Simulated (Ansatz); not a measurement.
The relaxed structure here is a generated cell of Ga2Cu: the first start was made by a random draw of sites in a space group, and the end was not matched to a known phase here, so it may be hypothetical.

A relaxed cell of Ga₂Cu (R-3m (No. 166)), relaxed on a k-mesh at least as fine as the one used below. The numbers are results of PBE (plane waves to 420 eV, PAW, scalar-relativistic; Ansatz, a quantum-chemistry and plane-wave program), not measurements. Γ-centred k-mesh 6×6×6 on the run's cell (coarser than for final values), Fermi–Dirac smearing 0.05 eV.

```
Ga2Cu
1.0
    4.13645     2.38818     2.72844
   -4.13645     2.38818     2.72844
    0.00000    -4.77636     2.72844
Cu Ga
3 6
Direct
  0.50000   0.50000   0.00000
  0.00000   0.50000   0.50000
  0.50000   0.00000   0.50000
  0.65322   0.65322   0.65322
  0.34678   0.34678   0.34678
  0.00000   0.00000   0.50000
  0.50000   0.00000   0.00000
  0.00000   0.50000   0.00000
  0.00000   0.00000   0.00000
```

The atoms are displaced by (Å):

```json
[
 {"atom": "Cu1", "ux": "0.064", "uy": "0.091", "uz": "0.040"},
 {"atom": "Cu2", "ux": "-0.006", "uy": "-0.151", "uz": "-0.010"},
 {"atom": "Cu3", "ux": "-0.161", "uy": "0.008", "uz": "-0.091"},
 {"atom": "Ga4", "ux": "0.018", "uy": "0.104", "uz": "-0.016"},
 {"atom": "Ga5", "ux": "0.019", "uy": "-0.003", "uz": "0.114"},
 {"atom": "Ga6", "ux": "-0.052", "uy": "0.004", "uz": "-0.072"},
 {"atom": "Ga7", "ux": "-0.007", "uy": "-0.102", "uz": "0.084"},
 {"atom": "Ga8", "ux": "0.066", "uy": "0.064", "uz": "0.035"},
 {"atom": "Ga9", "ux": "-0.124", "uy": "-0.010", "uz": "-0.008"}
]
```

**Question.** What forces (eV/Å) and pressure result?

**Answer.** 
```tsv
atom	Fx	Fy	Fz
Cu1	-0.05	-0.29	0.00
Cu2	1.06	0.73	0.00
Cu3	1.09	-0.82	-0.06
Ga4	-1.15	-0.29	0.72
Ga5	-1.09	0.50	-0.61
Ga6	0.00	-0.02	0.10
Ga7	-0.03	0.15	-0.33
Ga8	-0.11	-0.01	0.20
Ga9	0.28	0.06	-0.02
```

Pressure +1.0 GPa.

**Question.** Estimate the energy cost of the displacement in the harmonic approximation and compare with the calculation.

**Answer.** For a harmonic well ΔE = −½ Σ F·u = 0.282 eV a cell, or 31 meV/atom. The calculated energy relative to the undisplaced cell is +0.04 eV/atom, so the harmonic estimate holds well.

The undisplaced cell is probably no minimum: from this displacement the run went on to P-1 (No. 2), 0.22 eV/atom below it.

No spin polarisation in the result.
